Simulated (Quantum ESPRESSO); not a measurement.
CaMgZn2O4, input and log of a self-consistent run

A calculation, not a measurement. The program is pw.x of Quantum ESPRESSO 7.5 (plane-wave density functional theory). The cell is made up: 8 atoms on a rocksalt lattice, with randomly drawn elements, strain and displacements, not relaxed. PseudoDojo standard norm-conserving files (v0.5 for PBE, v0.4.1 for LDA and PBEsol) set the functional; there is no spin polarisation, spin-orbit coupling or dispersion term, and the masses in the input are unused placeholders.

Input:

```
&control calculation='scf', pseudo_dir='./dojo.nc.sr.pbe.v0_5.standard.upf', outdir='./o', disk_io='medium', tprnfor=.true., tstress=.true. /
&system ibrav=0, nat=8, ntyp=4, nbnd=48, ecutwfc=105.61755193, nosym=.true., tot_charge=0,
 occupations='smearing', smearing='fd', degauss=0.0018374661
/
&electrons conv_thr=7.350e-09, electron_maxstep=60, /
ATOMIC_SPECIES
Ca 1.0 Ca.upf
Mg 1.0 Mg.upf
O 1.0 O.upf
Zn 1.0 Zn.upf
CELL_PARAMETERS angstrom
4.5756 0.0237 0.0112
0.0237 4.4981 0.0014
0.0112 0.0014 4.6041
ATOMIC_POSITIONS angstrom
Ca -0.0112 0.0043 0.0165
Mg 0.0191 2.2635 2.3108
Zn 2.2918 0.0071 2.3075
Zn 2.3236 2.3027 0.0253
O 2.2731 0.0098 0.039
O 2.3354 2.252 2.2962
O 4.5782 0.0173 2.3363
O 4.5804 2.2949 0.0205
K_POINTS automatic
6 6 6 1 1 1
```

The log is shortened where brackets say so; the opening notice, blank lines, dates and the lines on written files are dropped, and the path of the files is cut. It prints rydbergs, bohrs and kilobars, and counts compression as positive stress.

```
     Program PWSCF v.7.5
     Parallel version (MPI & OpenMP), running on       1 processor cores
     Number of MPI processes:                 1
     Threads/MPI process:                     1
     [start-up lines left out]
     bravais-lattice index     =            0
     lattice parameter (alat)  =       8.6468  a.u.
     unit-cell volume          =     639.4462 (a.u.)^3
     number of atoms/cell      =            8
     number of atomic types    =            4
     number of electrons       =        84.00
     number of Kohn-Sham states=           48
     kinetic-energy cutoff     =     105.6176  Ry
     charge density cutoff     =     422.4702  Ry
     scf convergence threshold =      7.3E-09
     mixing beta               =       0.7000
     number of iterations used =            8  plain     mixing
     Exchange-correlation= PBE
                           (   1   4   3   4   0   0   0)
     [axes and pseudopotential details left out]
   Cartesian axes
     site n.     atom                  positions (alat units)
         1        Ca     tau(   1) = (  -0.0024477   0.0009398   0.0036060  )
         2        Mg     tau(   2) = (   0.0041742   0.4946811   0.5050184  )
         3        Zn     tau(   3) = (   0.5008660   0.0015517   0.5042972  )
         4        Zn     tau(   4) = (   0.5078158   0.5032481   0.0055292  )
         5        O      tau(   5) = (   0.4967792   0.0021418   0.0085233  )
         6        O      tau(   6) = (   0.5103946   0.4921678   0.5018276  )
         7        O      tau(   7) = (   1.0005518   0.0037809   0.5105913  )
         8        O      tau(   8) = (   1.0010326   0.5015435   0.0044802  )
     number of k points=   108  Fermi-Dirac smearing, width (Ry)=  0.0018
     Number of k-points >= 100: set verbosity='high' to print them.
     Dense  grid:    93751 G-vectors     FFT dimensions: (  60,  60,  60)
     Estimated max dynamical RAM per process >     132.81 MB
     Initial potential from superposition of free atoms
     starting charge      83.9940, renormalised to      84.0000
     Starting wfcs are   46 randomized atomic wfcs +    2 random wfcs
     total cpu time spent up to now is       25.7 secs
     per-process dynamical memory:    76.3 Mb
     Self-consistent Calculation
     iteration #  1     ecut=   105.62 Ry     beta= 0.70
     Davidson diagonalization with overlap
     ethr =  1.00E-02,  avg # of iterations =  6.9
     total cpu time spent up to now is      101.4 secs
     total energy              =   -1164.17421702 Ry
     estimated scf accuracy    <       2.03013337 Ry
     iteration #  2     ecut=   105.62 Ry     beta= 0.70
     Davidson diagonalization with overlap
     ethr =  2.42E-03,  avg # of iterations =  3.9
     total cpu time spent up to now is      187.9 secs
     total energy              =   -1164.48977116 Ry
     estimated scf accuracy    <       3.60812503 Ry
     iteration #  3     ecut=   105.62 Ry     beta= 0.70
     Davidson diagonalization with overlap
     ethr =  2.42E-03,  avg # of iterations =  3.6
     total cpu time spent up to now is      261.6 secs
     total energy              =   -1165.16148017 Ry
     estimated scf accuracy    <       0.05097813 Ry
     iteration #  4     ecut=   105.62 Ry     beta= 0.70
     Davidson diagonalization with overlap
     ethr =  6.07E-05,  avg # of iterations =  5.6
     total cpu time spent up to now is      363.9 secs
     total energy              =   -1165.17928601 Ry
     estimated scf accuracy    <       0.04847006 Ry
     iteration #  5     ecut=   105.62 Ry     beta= 0.70
     Davidson diagonalization with overlap
     ethr =  5.77E-05,  avg # of iterations =  2.0
     total cpu time spent up to now is      442.2 secs
     total energy              =   -1165.18568160 Ry
     estimated scf accuracy    <       0.00197558 Ry
     [iterations 6 to 7 left out]
     iteration #  8     ecut=   105.62 Ry     beta= 0.70
     Davidson diagonalization with overlap
     ethr =  8.04E-08,  avg # of iterations =  2.6
     total cpu time spent up to now is      705.6 secs
     total energy              =   -1165.18617210 Ry
     estimated scf accuracy    <       0.00000408 Ry
     iteration #  9     ecut=   105.62 Ry     beta= 0.70
     Davidson diagonalization with overlap
     ethr =  4.86E-09,  avg # of iterations =  3.9
     total cpu time spent up to now is      786.2 secs
     total energy              =   -1165.18617290 Ry
     estimated scf accuracy    <       0.00000136 Ry
     iteration # 10     ecut=   105.62 Ry     beta= 0.70
     Davidson diagonalization with overlap
     ethr =  1.62E-09,  avg # of iterations =  2.5
     total cpu time spent up to now is      876.1 secs
     total energy              =   -1165.18617306 Ry
     estimated scf accuracy    <       0.00000019 Ry
     iteration # 11     ecut=   105.62 Ry     beta= 0.70
     Davidson diagonalization with overlap
     ethr =  2.27E-10,  avg # of iterations =  3.7
     total cpu time spent up to now is      961.4 secs
     total energy              =   -1165.18617311 Ry
     estimated scf accuracy    <       0.00000002 Ry
     iteration # 12     ecut=   105.62 Ry     beta= 0.70
     Davidson diagonalization with overlap
     ethr =  2.24E-11,  avg # of iterations =  2.5
     total cpu time spent up to now is     1024.8 secs
     End of self-consistent calculation
     [lines on levels left out]
!    total energy              =   -1165.18617311 Ry
     estimated scf accuracy    <          1.8E-09 Ry
     smearing contrib. (-TS)   =      -0.00000000 Ry
     internal energy E=F+TS    =   -1165.18617311 Ry
     The total energy is F=E-TS. E is the sum of the following terms:
     one-electron contribution =    -737.31903156 Ry
     hartree contribution      =     398.77898958 Ry
     xc contribution           =    -154.16821799 Ry
     ewald contribution        =    -672.47791314 Ry
     convergence has been achieved in  12 iterations
     Forces acting on atoms (cartesian axes, Ry/au):
     atom    1 type  1   force =     0.00174234    0.00868787   -0.00036244
     atom    2 type  2   force =    -0.00039024   -0.00188900    0.00117491
     atom    3 type  4   force =    -0.00005869    0.00297130   -0.00063374
     atom    4 type  4   force =    -0.00109069   -0.00285795    0.00091991
     atom    5 type  3   force =     0.00288238   -0.00147761   -0.00093669
     atom    6 type  3   force =    -0.00449358    0.00204641    0.00287669
     atom    7 type  3   force =     0.00177207    0.00086451   -0.00280955
     atom    8 type  3   force =    -0.00036359   -0.00834553   -0.00022910
     Total force =     0.015127     Total SCF correction =     0.000100
     Computing stress (Cartesian axis) and pressure
          total   stress  (Ry/bohr**3)                   (kbar)     P=      -75.30
  -0.00055459  -0.00006087  -0.00002764          -81.58       -8.95       -4.07
  -0.00006087  -0.00042429  -0.00000410           -8.95      -62.41       -0.60
  -0.00002764  -0.00000410  -0.00055671           -4.07       -0.60      -81.89
     init_run     :     20.96s CPU     25.64s WALL (       1 calls)
     electrons    :    937.36s CPU    999.08s WALL (       1 calls)
     forces       :     13.68s CPU     13.85s WALL (       1 calls)
     stress       :     35.68s CPU     35.83s WALL (       1 calls)
     [timing details left out]
     PWSCF        :  16m48.02s CPU  17m55.90s WALL
     JOB DONE.
```

In other units: free energy -15853.166 eV for the cell, pressure -7.53 GPa, largest force component 0.223 eV/Å. This run is the check on a run of the same cell at 1143 eV and a 4 x 4 x 4 mesh: rerunning at 1437 eV and a 6 x 6 x 6 mesh moved values by no more than 0.002 eV in energy, 0.04 GPa in stress and 0.005 eV/Å in force.